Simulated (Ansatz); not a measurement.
Li:
```
CELL_PARAMETERS angstrom
     -1.73626     1.73626     1.73626
      1.73626    -1.73626     1.73626
      1.73626     1.73626    -1.73626
ATOMIC_POSITIONS crystal
  Li 0.00000 0.00000 0.00000
```

Relaxed with r²SCAN+D4. Special points in fractions of this cell's reciprocal vectors: Γ (0.000, 0.000, 0.000); H (0.500, -0.500, 0.500); N (0.000, 0.000, 0.500); P (0.250, 0.250, 0.250).

**Question.** List the band energies nearest the Fermi level at these points for r²SCAN+D4 in the plane-wave PAW code Ansatz.

**Answer.** In eV from the Fermi level; about four levels below and three above (degenerate sets whole), none deeper than 8.9 eV; … stands for higher levels left out; points with the same levels are listed once.

| k | below | above |
|---|---|---|
| Γ | -3.87 | … |
| H | – | 5.99 5.99 5.99 |
| N | – | 0.31 3.37 11.24 |
| P | – | 3.62 3.62 3.62 |

Space group Im-3m (bcc (W type)). Symmetry was held in the r²SCAN+D4 relaxation. The pairwise dispersion correction was not fitted to metals.

Potentials: the later of the program's two PAW sets.
